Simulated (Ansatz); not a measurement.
# Elastic constants of Ir (Fm-3m) under pressure

```xyz
1
Lattice="0.0000 1.9226 1.9226 1.9226 0.0000 1.9226 1.9226 1.9226 0.0000" Properties=species:S:1:pos:R:3 pbc="T T T"
Ir    0.0000    0.0000    0.0000
```

This is the zero-pressure cell. At each pressure cell and atoms are relaxed in this structure, and the constants are slopes of the stress at strains of ±0.005 with relaxed ions (the coefficients that govern stability under load). Level: r²SCAN, PAW on Ansatz 0.2.0's default frozen-core files (fitted under PBE), scalar-relativistic; k mesh 24×24×24, strains of ±0.005, Fermi-Dirac smearing of 0.100 eV, cutoff 500 eV. P is the pressure of the relaxed cell, less that of this one.

```
P (GPa)    V/V₀  C11 (GPa)  C12 (GPa)  C44 (GPa)
   0.00  1.0000      632.9      247.8      274.6
   0.99  0.9974      639.7      251.8      277.4
   1.95       ?          ?          ?          ?
   4.00  0.9897      660.4      264.1      286.1
   7.01  0.9823      680.9      276.3      294.6
   9.98  0.9754      700.8      288.2      302.9
  14.98  0.9643      733.7      308.1      316.6
```

**Question.** Does the bulk modulus from the constants agree with the pressure-volume curve?

**Answer.** A third-order Birch-Murnaghan fit to the volumes shown (F against f, f = [(V₀/V)^(2/3) − 1]/2) gives B₀ = 376.1 GPa and B′ = 5.0. Its −V dP/dV stands beside (C11 + 2C12)/3:

```csv
P (GPa),from P(V),from the constants
0.00,376.1,376.1
0.99,381.1,381.1
4.00,396.1,396.2
7.01,411.1,411.1
9.98,425.7,425.7
14.98,450.0,449.9
```

**Question.** What are the pressure derivatives at zero pressure?

**Answer.** Slopes at V₀ of quadratic fits in −ln(V/V₀) through the first four rows shown, divided by B₀: dC11/dP = 7.0, dC12/dP = 4.1, dC44/dP = 2.9. The mean slopes up to 4.0 GPa are 6.9, 4.1, 2.9; curvature and scatter of the constants part the two. The combination (dC11/dP + 2 dC12/dP)/3 = 5.1 stands against B′.

**Question.** Fill the row at 1.95 GPa.

**Answer.** Cubic fits in −ln(V/V₀) through all rows shown give C11 = 646.4, C12 = 255.8, C44 = 280.2 GPa. Computed: V/V₀ = 0.9949, C11 (GPa) = 646.4, C12 (GPa) = 255.8, C44 (GPa) = 280.2.

**Question.** Does a shear stiffness soften?

**Answer.** C44 goes from 274.6 to 316.6 GPa; (C11 − C12)/2 goes from 192.6 to 212.8 GPa. Neither ends more than 3 % under its start, and the lattice stays mechanically stable over this range.

Keep in mind: no other phase was computed; many crystals of this kind change structure within this range, and rows or crossings beyond such a change describe a metastable lattice; frozen-core PAW files fitted under PBE, their cores solved anew for the functional of the run; responses of metals move with mesh and smearing; no spin-orbit coupling on heavy atoms; phonons weren't checked at these pressures.
